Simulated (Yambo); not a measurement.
KAsF6 (space group R-3, No. 148), G0W0@LDA in Yambo; all else as in the reference (2×2×2 Γ-centred k mesh, 172 bands and a 7 Ry block in the screening, 172 bands in G with the Bruneval-Gonze terminator, plasmon pole fitted at 27.2 eV). One parameter is varied: the cutoff of the wavefunctions in Yambo, over 10, 20, 30, 50, 84 Ry.

Question: From which value on does the gap Γ → Γ stay within 0.05 eV of the largest setting?

Answer: From 20 Ry on.
```tsv
cutoff of the wavefunctions in Yambo (Ry)	G0W0 gap (eV)	valence shift (eV)
10	9.09	-1.52
20	9.88	-2.30
30	9.92	-2.49
50	9.89	-2.56
84	9.90	-2.57
```
The last step of the sweep still moves the gap by 11 meV; the other settings are held fixed.

The standard potential for As keeps a d shell in the valence without the s and p states of that shell. In tests on such compounds this moved G0W0 gaps by up to about 0.9 eV, so absolute quasiparticle energies here are unreliable; differences between settings are what counts.

Spin-orbit coupling is not included.

Geometry of the Materials Project entry, not relaxed at this level; primitive cell a = b = c = 4.8442 Å, α = β = γ = 97.99°.

A shift is the quasiparticle energy of the state minus its LDA energy.
